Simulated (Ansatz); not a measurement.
C (graphite type, space group P6_3/mmc)

```
C
1.0
    2.46500     0.00000     0.00000
   -1.23250     2.13475     0.00000
    0.00000     0.00000     6.73046
C
4
Direct
  0.00000   0.00000   0.25000
  0.00000   0.00000   0.75000
  0.33333   0.66667   0.25000
  0.66667   0.33333   0.75000
```

The relaxed cell is deformed in two ways at once: its volume V is scaled, and at that volume it is stretched along z (the c axis of the conventional cell) so that c/a changes. Fractional atomic positions are held.

All values below come from PBE-D3(BJ) (plane waves to 420 eV, PAW, scalar-relativistic; Ansatz, a quantum-chemistry and plane-wave program). k mesh 15×15×5 (Γ-centred), Fermi-Dirac smearing 0.05 eV. The energy includes the smearing's −TS. With partly filled bands, the response to shear is sensitive to the k mesh, so small differences along c/a are uncertain. C was relaxed with its symmetry unable to fall. ΔE is measured from the relaxed starting cell.

Q: Estimate the ΔE (eV/atom) for all points of the grid V/V₀ = 0.920, 0.947, 0.973, 1.000, 1.027, 1.053, 1.080 by (c/a)/(c/a)₀ = 0.920, 0.947, 0.973, 1.000, 1.027, 1.053, 1.080.

A: ΔE (eV/atom), with V/V₀ across and (c/a)/(c/a)₀ down:

| (c/a)/(c/a)₀ \ V/V₀ | 0.920 | 0.947 | 0.973 | 1.000 | 1.027 | 1.053 | 1.080 |
|---|---|---|---|---|---|---|---|
| 0.920 | 0.009 | 0.013 | 0.030 | 0.057 | 0.093 | 0.137 | 0.188 |
| 0.947 | 0.011 | 0.003 | 0.009 | 0.025 | 0.051 | 0.086 | 0.128 |
| 0.973 | 0.029 | 0.008 | 0.001 | 0.006 | 0.022 | 0.048 | 0.081 |
| 1.000 | 0.060 | 0.025 | 0.006 | 0.000 | 0.006 | 0.021 | 0.046 |
| 1.027 | 0.104 | 0.056 | 0.024 | 0.006 | 0.001 | 0.006 | 0.021 |
| 1.053 | 0.160 | 0.098 | 0.054 | 0.024 | 0.007 | 0.002 | 0.007 |
| 1.080 | 0.226 | 0.152 | 0.094 | 0.052 | 0.024 | 0.009 | 0.004 |

(Under strain, the slope of the energy per volume gives the stress and its curvature an elastic modulus.)
